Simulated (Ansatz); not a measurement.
LiH$_{3}$O$_{2}$:
```yaml
crystal:
  lattice:
    - [1.22202, 0.94601, -5.26738]
    - [1.21978, -5.35023, 0.00000]
    - [-3.14144, 0.00000, 0.00000]
  atoms:
    - { symbol: Li, position: [0.65238, 0.84757, 0.00009] }
    - { symbol: Li, position: [0.34762, 0.15243, 0.99991] }
    - { symbol: H, position: [0.75576, 0.51911, 0.35648] }
    - { symbol: H, position: [0.24424, 0.48089, 0.64352] }
    - { symbol: H, position: [0.98096, 0.74416, 0.64358] }
    - { symbol: H, position: [0.01904, 0.25584, 0.35642] }
    - { symbol: H, position: [0.73836, 0.23856, 0.81569] }
    - { symbol: H, position: [0.26164, 0.76144, 0.18431] }
    - { symbol: O, position: [0.79326, 0.70682, 0.50019] }
    - { symbol: O, position: [0.20674, 0.29318, 0.49981] }
    - { symbol: O, position: [0.71537, 0.21548, 0.10112] }
    - { symbol: O, position: [0.28463, 0.78452, 0.89888] }
```

Relaxed with r²SCAN+D4.

### Question
Which orbitals make up the states near the band edges in the program Ansatz at the r²SCAN+D4 level (PAW)?

### Answer
Top 1 eV of the valence band: O 2p 97 %. Bottom 1 eV of the conduction band: Li 2s 38 %, O 2s 27 %, H 1s 24 %, O 2p 7 %. Projections are on Löwdin-orthogonalised atomic valence shells; empty p or d shells of many metals are not among them.

### Question
Tabulate the density of states.

### Answer
States/eV per cell of 12 atoms, in 0.25 eV bins, energy from the valence-band maximum.

```csv
E (eV),total,O 2p,H 1s,O 2s
-7.20,0.00,0.00,0.00,0.00
-6.95,2.29,1.59,0.66,0.01
-6.70,9.49,6.62,2.73,0.04
-6.45,4.23,3.00,1.19,0.01
-6.20,0.00,0.00,0.00,0.00
-5.95,0.00,0.00,0.00,0.00
-5.70,0.20,0.14,0.04,0.02
-5.45,0.89,0.62,0.18,0.08
-5.20,1.48,1.04,0.29,0.13
-4.95,2.79,2.00,0.47,0.26
-4.70,2.59,1.89,0.39,0.24
-4.45,3.58,2.69,0.45,0.32
-4.20,1.83,1.40,0.19,0.17
-3.95,4.75,3.76,0.42,0.41
-3.70,7.12,5.74,0.59,0.56
-3.45,5.08,4.05,0.48,0.41
-3.20,1.68,1.34,0.15,0.15
-2.95,0.00,0.00,0.00,0.00
-2.70,0.00,0.00,0.00,0.00
-2.45,0.00,0.00,0.00,0.00
-2.20,2.55,2.42,0.00,0.01
-1.95,3.60,3.42,0.01,0.01
-1.70,2.50,2.38,0.01,0.01
-1.45,2.65,2.52,0.01,0.01
-1.20,5.40,5.10,0.04,0.05
-0.95,7.46,7.13,0.06,0.04
-0.70,7.38,7.10,0.07,0.03
-0.45,8.46,8.22,0.04,0.02
-0.20,7.60,7.45,0.03,0.01
0.05,0.40,0.39,0.00,0.00
0.30,0.00,0.00,0.00,0.00
0.55,0.00,0.00,0.00,0.00
0.80,0.00,0.00,0.00,0.00
1.05,0.00,0.00,0.00,0.00
1.30,0.00,0.00,0.00,0.00
1.55,0.00,0.00,0.00,0.00
1.80,0.00,0.00,0.00,0.00
2.05,0.00,0.00,0.00,0.00
2.30,0.00,0.00,0.00,0.00
2.55,0.00,0.00,0.00,0.00
2.80,0.00,0.00,0.00,0.00
3.05,0.00,0.00,0.00,0.00
3.30,0.00,0.00,0.00,0.00
3.55,0.00,0.00,0.00,0.00
3.80,0.00,0.00,0.00,0.00
4.05,0.00,0.00,0.00,0.00
4.30,0.00,0.00,0.00,0.00
4.55,0.00,0.00,0.00,0.00
4.80,0.00,0.00,0.00,0.00
5.05,0.00,0.00,0.00,0.00
5.30,0.00,0.00,0.00,0.00
5.55,0.02,0.00,0.00,0.01
5.80,0.13,0.01,0.03,0.04
6.05,0.22,0.01,0.05,0.06
6.30,0.31,0.03,0.08,0.08
6.55,0.43,0.04,0.12,0.10
6.80,0.62,0.06,0.20,0.14
7.05,0.68,0.07,0.24,0.14
7.30,0.65,0.07,0.24,0.12
7.55,0.68,0.08,0.23,0.13
7.80,1.03,0.12,0.37,0.18
8.05,1.24,0.14,0.49,0.19
8.30,1.29,0.15,0.52,0.18
8.55,1.23,0.13,0.48,0.16
8.80,1.34,0.14,0.48,0.16
9.05,1.54,0.16,0.50,0.17
9.30,1.87,0.17,0.57,0.18
9.55,2.43,0.18,0.68,0.18
9.80,2.42,0.16,0.59,0.14
10.05,2.96,0.20,0.66,0.13
10.30,2.98,0.19,0.60,0.11
```

Space group C2/m. The first step of the workflow began from a Materials Project structure, measured or hypothetical; the Crystallography Open Database files this formula in space group No. 12, but the cells were not matched. Whether it is the stable phase at ambient conditions was not checked. Symmetry was held in the r²SCAN+D4 relaxation; whether a distortion lowers the energy is not shown.

Potentials: the later of the program's two PAW sets.
